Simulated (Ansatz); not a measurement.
**Does this entry for Si3Bi4O12 lie near equilibrium?**

The cell is a Materials Project structure (computed, not necessarily an observed phase), atoms as given.

Space group I-43d (No. 220); a = 10.2679 Å.

| site | Wyckoff | site symmetry | x | y | z |
| --- | --- | --- | --- | --- | --- |
| Si | 12a | -4.. | 0.0000 | 0.2500 | 0.3750 |
| Bi | 16c | .3. | 0.9183 | 0.4183 | 0.0817 |
| O | 48e | 1 | 0.1312 | 0.2882 | 0.0601 |

One atom of each set is listed; the run and its k-mesh use a cell of 38 atoms with edges of 8.89, 8.89, 8.89 Å.

Computed with Ansatz: DFT, PBE, plane waves and PAW, scalar-relativistic, 420 eV cutoff, Γ-centred 3×3×3 k-points, Fermi–Dirac smearing 0.02 eV.

Question: Do the atoms and the cell lie near the calculated equilibrium?

Answer: Nearly. The largest force is 0.22 eV/Å, on atom 17 (O: 1 Si at 1.63 Å, 1 Bi at 2.19 Å, angle 138°; also 1 Bi at 2.57 Å), and the pressure is 4.9 GPa. Relaxing the atoms is still advisable, since electric field gradients respond to shifts of a few hundredths of an ångström.
